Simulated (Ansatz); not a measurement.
# Zr6O11: where the heat goes in a short trajectory

Method: Ansatz 0.2.0, DFT PBEsol, scalar-relativistic, plane waves, PAW. The runs took a 420 eV cutoff, a shifted (0.5, 0.5, 0.0 steps) 4×4×1 mesh and Fermi–Dirac smearing (0.026 eV). The mesh is coarse. No spin polarisation.

17 atoms start on the lattice sites below (V = 198.0 Å³, 1.00 times the source cell's; static pressure -0.01 GPa, largest force component 0.03 eV/Å) with velocities drawn for 300 K; Langevin thermostat aiming at the same temperature, fixed cell, 159 steps of 2 fs.

```yaml
crystal:
  lattice:
    - [3.57269, 0.00000, 0.00000]
    - [0.00000, 3.58480, 0.00000]
    - [0.00000, 0.00000, 15.45886]
  atoms:
    - { symbol: Zr, position: [0.00000, 0.50000, 0.07635] }
    - { symbol: Zr, position: [0.00000, 0.50000, 0.41093] }
    - { symbol: Zr, position: [0.00000, 0.50000, 0.74594] }
    - { symbol: Zr, position: [0.50000, 0.00000, 0.24286] }
    - { symbol: Zr, position: [0.50000, 0.00000, 0.57842] }
    - { symbol: Zr, position: [0.50000, 0.00000, 0.91133] }
    - { symbol: O, position: [0.00000, 0.00000, 0.13935] }
    - { symbol: O, position: [0.00000, 0.00000, 0.64571] }
    - { symbol: O, position: [0.00000, 0.00000, 0.47751] }
    - { symbol: O, position: [0.00000, 0.00000, 0.81364] }
    - { symbol: O, position: [0.00000, 0.00000, 0.30912] }
    - { symbol: O, position: [0.50000, 0.50000, 0.67726] }
    - { symbol: O, position: [0.50000, 0.50000, 0.00806] }
    - { symbol: O, position: [0.50000, 0.50000, 0.17608] }
    - { symbol: O, position: [0.50000, 0.50000, 0.34308] }
    - { symbol: O, position: [0.50000, 0.50000, 0.51038] }
    - { symbol: O, position: [0.50000, 0.50000, 0.84417] }
```

```csv
t (fs),T (K),kinetic energy (meV/atom),potential energy over the first frame (meV/atom),P with the kinetic part (GPa)
0.0,282,36.5,0.0,0.33
22.0,193,24.9,17.7,0.87
44.0,194,25.1,17.7,-0.04
66.0,168,21.8,27.3,0.69
88.0,149,19.3,21.3,0.98
110.0,150,19.3,26.9,1.48
132.0,192,24.8,22.4,1.19
154.0,237,30.6,23.6,2.22
176.0,333,43.0,26.3,2.26
198.0,206,26.6,33.2,1.90
220.0,241,31.1,32.3,1.68
242.0,282,36.5,30.7,1.87
264.0,173,22.4,39.8,2.92
286.0,210,27.2,27.8,3.28
308.0,336,43.4,28.5,4.33
```

T counts 3N degrees of freedom. Means over every step of the second half, not only the rows shown: T = 257 K, kinetic energy 33.2 meV/atom, potential energy 31.1 meV/atom, P = 2.57 GPa.

Problem. Does the potential energy follow equipartition for harmonic vibrations?

Solution. In a harmonic crystal each vibration holds as much potential as kinetic energy on average; T is counted on all 3N degrees of freedom here, and the thermostat also drives the centre of mass, which has no potential energy, so the share is (N − 1)/N of the kinetic energy, 31.3 meV/atom. The run has 31.1, a ratio of 1.00. That is near one, as for a crystal vibrating about its sites. So short a run gives a rough mean.

Problem. Split the rise of pressure into the kinetic part and the rest. Can a thermal Grüneisen parameter be estimated?

Solution. The program counts the kinetic part as N k_B T/V = 0.30 GPa. The pressure lies 2.58 GPa over the static one in all, so the forces add 2.28 GPa. For a harmonic mode with ω ∝ V^(−γ) and an amplitude that scales with the cell, the forces add (2γ − 2/3)U/V, which needs no equipartition; when U equals the kinetic energy K, this and the kinetic part 2K/(3V) sum to the Mie–Grüneisen γE_th/V. With U = N × 31.1 meV, γ = 1/3 + V ΔP_forces/(2U) = 2.99, for harmonic vibrations a mean over the modes weighted by their potential energy, for uniform scaling of the cell (in a layered or otherwise anisotropic crystal this differs from γ under hydrostatic pressure). Most solids fall between 1 and 3, and tetrahedral, framework and layered ones often lower; anharmonic motion and pressure swings in a cell of 17 atoms make this value uncertain by tenths or more. The mean pressure differs by 1.3 GPa between the two halves of this window, worth 1.5 in γ, so slow motion isn't averaged out and the value is a rough guess.

Cost: 1 run of about 25 core-minutes (earlier runs that led there not counted), on Intel Xeon Processor @ 2.70GHz (shared hosts).